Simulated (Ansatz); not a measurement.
SrO:
```
SrO
1.0
    0.00000     2.58014     2.58014
    2.58014     0.00000     2.58014
    2.58014     2.58014     0.00000
Sr O
1 1
Cartesian
  2.58014   2.58014   2.58014
  0.00000   0.00000   0.00000
```

x, y and z are the axes in which the lattice vectors are written.

### Question
Give the high-frequency dielectric tensor and the Born effective charge tensors of the independent atoms from DFPT, plane-wave PAW r²SCAN (Ansatz code).

### Answer

ε∞:
```
3.52  0.00  0.00
0.00  3.52  0.00
0.00  0.00  3.52
```
Z* of atom 1 (Sr), rows: field, columns: displacement, in e:
```
2.41  0.00  0.00
0.00  2.41  0.00
0.00  0.00  2.41
```
Z* of atom 2 (O), rows: field, columns: displacement, in e:
```
-2.41   0.00   0.00
 0.00  -2.41   0.00
 0.00   0.00  -2.41
```

Static charges for comparison (Bader): Sr1 +1.53, O2 -1.53 e. Born charges measure polarisation by displacement and can exceed these by far.

Space group Fm-3m (rock salt). Symmetry was held in the r²SCAN relaxation. Scalar-relativistic: spin–orbit coupling is off unless named, which matters more the heavier the elements.

Potentials: the earlier of the program's two PAW sets.
